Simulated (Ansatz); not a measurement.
AlN:
```xyz
4
Lattice="3.1303 0.0000 0.0000 -1.5651 2.7109 0.0000 0.0000 0.0000 5.0181" Properties=species:S:1:pos:R:3 pbc="T T T"
Al     1.5651     0.9036     0.0169
Al     0.0000     1.8073     2.5260
N      1.5651     0.9036     3.1204
N      0.0000     1.8073     0.6114
```

Tensor components refer to the Cartesian frame of this cell.

Give the high-frequency dielectric tensor and the Born effective charge tensors of the independent atoms from DFPT, PBE (plane waves, PAW; program Ansatz).


ε∞:
```
4.48  0.00  0.00
0.00  4.48  0.00
0.00  0.00  4.70
```
Z* of atom 1 (Al), rows: field, columns: displacement, in e:
```
2.53  0.00  0.00
0.00  2.53  0.00
0.00  0.00  2.69
```
Z* of atom 3 (N), rows: field, columns: displacement, in e:
```
-2.53   0.00   0.00
 0.00  -2.53   0.00
 0.00   0.00  -2.69
```

Static charges for comparison (Bader): Al1 +2.43, N3 -2.43 e. Born charges measure polarisation by displacement and can exceed these by far.

Space group P6_3mc (wurtzite). Symmetry was held in the PBE relaxation.

Potentials: the later of the program's two PAW sets.
